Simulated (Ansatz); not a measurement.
Phonons of a relaxed structure of MgO by density-functional perturbation theory (low response-accuracy setting, no LO–TO term) at Γ and zone-boundary points with q components 0 or ½ of the primitive reciprocal vectors. Method: PBEsol (plane waves to 420 eV, PAW, scalar-relativistic; Ansatz, a first-principles code). Γ-centred k-mesh 10×10×10, Fermi–Dirac smearing 0.05 eV.

```xyz
2
Lattice="0.0000 2.1071 2.1071 2.1071 0.0000 2.1071 2.1071 2.1071 0.0000" Properties=species:S:1:pos:R:3 pbc="T T T"
Mg     0.0000     0.0000     0.0000
O      2.1071     2.1071     2.1071
```

Space group Fm-3m (No. 225), rock salt type.

Is this structure dynamically stable at those wavevectors?

No instability shows at these points (nothing beyond 15i cm⁻¹, the threshold used here). Other wavevectors were not sampled, so this does not prove stability.

Give the phonon wavenumbers.


```
q            wavenumbers (cm⁻¹; i marks imaginary)
-----------  -------------------------------------
Γ                                 0 (×3), 388 (×3)
L (½, 0, 0)           271 (×2), 353 (×2), 537, 556
X (½, ½, 0)           284 (×2), 415, 437 (×2), 535
```

No spin polarisation in the result.
